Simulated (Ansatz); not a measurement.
Here is the system:

Cl:
```cif
data_Cl4
_chemical_formula_sum 'Cl4'
_space_group_name_H-M_alt 'P 1'
_space_group_IT_number 1
_cell_length_a 3.87584
_cell_length_b 3.87584
_cell_length_c 8.09463
_cell_angle_alpha 90.000
_cell_angle_beta 90.000
_cell_angle_gamma 63.341
loop_
_space_group_symop_operation_xyz
  'x, y, z'
loop_
_atom_site_label
_atom_site_type_symbol
_atom_site_fract_x
_atom_site_fract_y
_atom_site_fract_z
_atom_site_occupancy
Cl1 Cl 0.62425 0.37575 0.39108 1
Cl2 Cl 0.87575 0.12425 0.89108 1
Cl3 Cl 0.12425 0.87575 0.10892 1
Cl4 Cl 0.37575 0.62425 0.60892 1
```

This is the PBE+D3(BJ)-relaxed structure.

### Question
All from the program Ansatz at the PBE+D3(BJ) level (PAW), unless another level is named. Estimate the band gap.

### Answer
2.19 eV (direct).

### Question
And the valence-band maximum?

### Answer
at Γ.

Space group Cmce (molecular I2 type). The PBE+D3(BJ) relaxation kept the symmetry of its start. The substance is a gas or liquid at ambient conditions; this is its low-temperature solid.

Potentials: the later of the program's two PAW sets.
